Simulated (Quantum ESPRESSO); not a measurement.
Kohn-Sham bands of MgPd (CsCl type)

```xyz
2
Lattice="3.1554 0.0000 0.0000 0.0000 3.1554 0.0000 0.0000 0.0000 3.1554" Properties=species:S:1:pos:R:3 pbc="T T T"
Mg     0.0000     0.0000     0.0000
Pd     1.5777     1.5777     1.5777
```

Structure: Materials Project mp-506, symmetrised, not relaxed again. COD (Crystallography Open Database) has an entry of this formula and space group (matched by these alone). Computed values, not measurements, from PBEsol: Quantum ESPRESSO (norm-conserving PseudoDojo potentials, cutoff 68 Ry, spinors with spin-orbit coupling) on a Γ-centred 8×8×8 mesh, then Wannier90. Density: 14×14×14 mesh, cold smearing 0.01 Ry.

Problem. List the Kohn-Sham levels between −8 and 3.0 eV relative to the Fermi level at the high-symmetry points, as a band run of pw.x on that density gives them (levels within 2 meV counted together).

Solution. 
```csv
point,k (reciprocal lattice),levels (eV)
Γ,0.000 0.000 0.000,"-7.69 (×2), -4.11 (×4), -2.15 (×4), -1.87 (×2)"
X,0.000 0.500 0.000,"-5.03 (×2), -3.76 (×2), -3.46 (×2), -2.95 (×2), -2.76 (×2), -1.94 (×2), -0.29 (×2)"
M,0.500 0.500 0.000,"-4.87 (×2), -3.80 (×2), -2.78 (×2), -2.64 (×2), -1.35 (×2), -0.38 (×2), -0.19 (×2), 2.65 (×2)"
R,0.500 0.500 0.500,"-4.33 (×4), -4.13 (×2), -1.31 (×4)"
```
